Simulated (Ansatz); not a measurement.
Sn: computed property card

Sn:
```yaml
crystal:
  lattice:
    - [-1.62116, 1.62116, 2.60245]
    - [1.62116, -1.62116, 2.60245]
    - [1.62116, 1.62116, -2.60245]
  atoms:
    - { symbol: Sn, position: [0.00000, 0.00000, 0.00000] }
```

Space group I4/mmm (No. 139), body-centred tetragonal; conventional cell a = 3.242 Å, b = 3.242 Å, c = 5.205 Å, α = 90.00°, β = 90.00°, γ = 90.00°.

Method: r²SCAN (plane waves, PAW; program Ansatz). The cell and atoms are relaxed at this level. Other levels are named where they apply.

**Cell and energy**

| Quantity | Value |
|---|---|
| Volume per atom | 27.36 Å³ |
| Density | 7.21 g/cm³ |

**Electronic structure**

| Property | Result |
|---|---|
| Electronic character | metallic (no gap) |
| Density of states at the Fermi level | 0.51 states/eV per atom (mean over ±0.08 eV) |
| Gap with spin–orbit coupling | none (metallic) |

**Mechanics**

| Quantity | Result |
|---|---|
| Bulk modulus (Birch–Murnaghan fit) | 51.1 GPa |
| Pressure derivative B′ | 4.7 |
| Elastic constants (relaxed ions, GPa) | C11 = 84.5, C12 = 25.3, C13 = 46.1, C33 = 58.6, C44 = 7.0, C66 = -2.3 |
| Mechanical stability | unstable (C has a negative eigenvalue) |

This is a known high-pressure phase of the composition, computed here at zero pressure and temperature. The r²SCAN relaxation kept the symmetry of its start. As this level gives no gap, shear constants depend on the k-mesh and smearing (Fermi–Dirac, 0.1 eV here). Axis ratios of metals converge slowly with the k-mesh, so a and c are less sure than the volume. Spin–orbit coupling is left out wherever it is not named.

Potentials: the earlier of the program's two PAW sets.
